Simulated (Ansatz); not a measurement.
## One run on MnIr (P4/mmm): total moment held at 0.48 μB

The calculation used DFT, PBEsol, all-electron LAPW, scalar-relativistic in Ansatz 0.2.0.

Command: `ansatz run input.yaml --threads 1 --pin off --max-ram 3072MiB --backend cpu --events-out ev --progress --plain --runs-dir out`

```yaml
crystal:
  lattice:
    - [2.7258966415, 0.0, 0.0]
    - [0.0, 2.7258966415, 0.0]
    - [0.0, 0.0, 3.643]
  atoms:
    - { symbol: Mn, position: [0.5, 0.5, 0.5], spin: 0.48 }
    - { symbol: Ir, position: [0.0, 0.0, 0.0] }
magnetization:
  spin_polarized: true
  initial_magnetization: 0.48
  spin_locking: { lock_magnetization: hard }
kpoints:
  mp_grid: { grid: [14, 14, 11] }
scf:
  occupations: { method: fermi_dirac, width: 0.03 }
  lower_state_search: "off"
hamiltonian:
  xc: pbesol
  pseudopotentials: { kind: all_electron, lapw: { basis_error: 0.001 } }
output:
  forces: true
  stress: true
  eigenvalues: false
```

The program prints:

```
settings of this run that can trade accuracy for cost: output.eigenvalues: false. Do not mix this run's numbers with those of runs without the same settings; the input reference describes each key
LAPW: plane waves up to 8.573 Å⁻¹, error target 1.0e-3 eV per atom; small_component_spin mean_spin; Mn in spheres of 1.289 Å, 15 of its electrons in bands, Dirac shells []; Ir in spheres of 1.363 Å, 41 of its electrons in bands, Dirac shells [] (how accurate: hamiltonian.pseudopotentials.lapw.basis_error, Limitations)
Engine: ansatz 0.2.0
Pseudopotentials: kind: all_electron
Pseudopotential: Mn, LAPW, valence charge 15, lapw/all_electron/scalar/gaussian/Mn, Koelling and Harmon's equation, gaussian nucleus
Pseudopotential: Ir, LAPW, valence charge 41, lapw/all_electron/scalar/gaussian/Ir, Koelling and Harmon's equation, gaussian nucleus
Functional definition: PBEsol
  exchange = pbesol_x
  correlation = pbesol_c
Crystal: 2 atoms, lattice volume = 27.069 Å³
Basis set: ecut = 280.01961304771106 eV, 285 PW (Γ), exchange–correlation at level 2
Bands: 34, of which v1, the nominal top of the filled ones, is band 28 counted from 1 (27 counted from 0)
Symmetry: 16 space group operations
Space group: P4/mmm (ITA 123), of the structure as read, at distance tolerance 3.0e-5 Å
Magnetic group: BNS 123.339 (UNI 999), of the structure as read, at distance tolerance 3.0e-5 Å
k-points: 216 of 2156
Non-local potential: Mn, projectors of the file, none
Non-local potential: Ir, projectors of the file, none
Initial density: superposition of atomic densities (chi_scale 0.1, normalization cell)
Starting moments: Σ|m| = 0.48 μB on 1 of 2 sites
Initial wavefunctions: plane waves of lowest kinetic energy (no species holds an atomic orbital)
Functional: x = pbesol(κ = 0.804, μ = 0.12345679012345678), c = pbesol(β = 0.046)
iter 1 solved again at ethr=1.64e-3 eV; its pass at ethr=1.00e-1 eV (dr2=9.20e-1 eV) is discarded
SCF iter   1: F=—  HF=-516388.277802 eV  |F-HF|=—  |Δ(HF+E_count)|=         —  Δρ=2.23e-2 (↑2.23e-2 ↓2.05e-2)  dr2=9.20e-1  dr2_m=7.98e-4  M=0.480 μB ∫|m|=0.536 μB  β_m=0.30  ethr=1.64e-3  ⟨swp⟩=2.0  Hψ=94225  notcnv=0
[...]
the basis was enlarged: its passes take 753.8 KiB over the memory plan, 2 of 2 planned eigensolver slots
[...]
SCF iter  11: F=—  HF=-516387.848043 eV  |F-HF|=—  |Δ(HF+E_count)|=   5.01e-6  Δρ=4.12e-5 (↑2.78e-5 ↓4.12e-5)  dr2=3.03e-6  dr2_m=1.59e-8  M=0.480 μB ∫|m|=0.798 μB  β_m=0.64  ethr=3.30e-8  ⟨swp⟩=2.0  Hψ=42911  notcnv=0
SCF iter  12: F=—  HF=-516387.848043 eV  |F-HF|=—  |Δ(HF+E_count)|=   3.60e-7  Δρ=1.50e-5 (↑1.30e-5 ↓1.50e-5)  dr2=3.94e-7  dr2_m=1.10e-9  M=0.480 μB ∫|m|=0.799 μB  β_m=0.81  ethr=5.42e-9  ⟨swp⟩=2.0  Hψ=42911  notcnv=0
[...]
Spin contamination: 0.0591 ħ² per cell (⟨S²⟩ above its minimum at these occupations)
Per-site moments (μB) at R_I (Å): [(0.6336240674806177, 1.2890543938392964), (-0.14930135277896994, 1.3629483004404859)]
Free energy (F): -516387.848043 eV
Harris-Foulkes:  -516387.848043 eV  (|F-HF|=1.46e-9)
Internal energy: -516387.838790 eV  (E = F + TS)
E sigma→0 (E₀):  -516387.843417 eV
Entropy (-TS):   -0.009252 eV (-4.626 meV/atom)
Fermi energy:    24.334301 (↑ 24.210496, ↓ 24.458107) eV
--- Per-component energies (eV) ---
  E_band       = -3259.250669
  E_kinetic    = 580503.242374
  E_xc         = -10727.512067
  E_electrostatic = -1086163.569097  (all electrons and nuclei)
  E_smearing   = -0.009252  (= −TS)
  E_closure    = 0.000000  (closes the sum)
  E_atoms      = -516367.498270  (free atoms, spherical and without spin; not in F)
  Σ components = -516387.848043   (vs F -516387.848043, Δ=0.00e0)
  Basis errors (estimates in eV, not in F): energy 2.7e-4 per atom: plane waves 1.9e-4 (9.7e-5 summed), levels above the bands 2.0e-124, relativity 3.2e-8, radial functions 8.0e-5, core shells 3.5e-7; eigenvalues (radial functions only) 1.6e-6; not estimated: angular momenta, meshes, grids; target (lapw.basis_error) 1.0e-3; muffin-tin radii Mn 1.289 Å, Ir 1.363 Å
--- Forces (eV/Å), atoms counted from 1 ---
  atom   1  Mn     0.00000000    -0.00000000     0.00000000
  atom   2  Ir     0.00000000     0.00000000     0.00000000
  max |Σ_I F_I| component: 6.55e-31 eV/Å
--- Stress (GPa, compression-positive) ---
      -29.098440       0.000000       0.000000
        0.000000     -29.098440       0.000000
        0.000000       0.000000     -19.227372
  P = ⅓ Tr σ = -25.8081 GPa (-258.081 kbar)
settings of this run that can trade accuracy for cost: output.eigenvalues: false. Do not mix this run's numbers with those of runs without the same settings; the input reference describes each key
```

Site moments (μB): Mn1 0.63, Ir2 -0.15. Cell moment 0.48 μB.

The magnetic group in the log treats spin as a scalar label, without spin–orbit coupling.

The Ansatz runs typed with the search for lower states off end where their start leads. Spin–orbit coupling is left out although heavy atoms are present. The magnetic state is the one that this cell and start allow. It needn't be the compound's measured order, which may need a larger cell or be absent.

It took 2.6 min on 1 thread of Arm Neoverse V2, on a shared host, peak memory 1.2 GiB.
